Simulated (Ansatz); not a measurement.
SiRh in space group P2_13 (No. 198; Si on 4a, Rh on 4a), the program Ansatz at the PBEsol level (PAW), all energies at zero smearing, with the estimated change up to a 700 eV cutoff added, with one set of potentials and settings (totals compare only within such a set). Cell of 8 atoms (4 Si, 4 Rh): -27848.225 eV.

```json
[
 {"element": "Si", "reference phase": "Fd-3m, 2 atoms in the cell", "E (eV/atom)": "-621.4938"},
 {"element": "Rh", "reference phase": "Fm-3m, 1 atoms in the cell", "E (eV/atom)": "-6338.7923"}
]
```

Formation energy per atom, worked out: (-27848.225 − 4×(-621.4938) − 4×(-6338.7923))/8 = -0.885 eV/atom (-85 kJ per mol of atoms), at 0 K, without zero-point energy or fitted corrections.

The first step of the workflow began from a Materials Project structure, measured or hypothetical; the Crystallography Open Database copy checked does not list it. COD files the formula under space group No. 14. Whether it is the stable phase at ambient conditions was not checked. Symmetry was held in the PBEsol relaxation; its stability against distortions is not shown here. The run is not spin-polarised. The references are the lowest solids computed at this level, not always the standard phases.

Potentials: the earlier of the program's two PAW sets. The files were generated under PBE; for other functionals the program regenerates the frozen cores, and for LDA and PBEsol the local potential too.
